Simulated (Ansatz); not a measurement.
Theory: DFT PBE, scalar-relativistic, plane waves, PAW in Ansatz. All cells share a 420 eV cutoff and Γ-centred k meshes spaced at most about 0.3 Å⁻¹ (about 0.25 or finer for metals, 2π included). No spin polarisation in the final relaxations.

These are static total energies at zero pressure.

Two forms of Si3As were relaxed alike.

A.

```
Si As
1.0
     3.59169    0.00000    0.00000
     0.00000    6.14639    0.00000
     0.00000    0.00000    6.22017
Si As
6 2
Cartesian
  1.7958 1.4993 4.5749
  1.7958 4.6471 4.5749
  0.0000 1.5739 1.6453
  0.0000 4.5725 1.6453
  0.0000 0.0000 3.6210
  1.7958 3.0732 2.5992
  1.7958 0.0000 0.5098
  0.0000 3.0732 5.7104
```

B.

```
Si As
1.0
     3.50826    0.00000    0.00000
    -1.75413    3.03824    0.00000
     0.00000    0.00000    6.46415
Si As
3 1
Direct
  0.33333 0.66667 0.50000
  0.00000 0.00000 0.73186
  0.00000 0.00000 0.26814
  0.33333 0.66667 0.00000
```

Task: Which would you expect to be lower, and how large is the difference?

Result: A is lower, by 78 meV/atom. A has space group Pmmn (No. 59), 17.2 Å³/atom and no gap on its mesh; B has space group P-6m2 (No. 187), 17.2 Å³/atom and no gap. Counting Si atoms around As (those within 1.25 times the shortest such distance or 1.15 times the sum of covalent radii; a plus sign parts nearer from farther groups), A has As 6 and B has As 6+2. A and B both hold Si–Si nets. Even the lower one lies +0.29 eV/atom against the reference forms of the elements (uncorrected), so neither is stable at this level. Both come from invented guesses.

In P-6m2 an odd number of electrons in the primitive cell allows no gap without spin; a larger cell or a magnetic state could open one. A magnetic state wasn't ruled out in cells without spin, among them P-6m2. Cells relaxed within their symmetry can be saddle points.
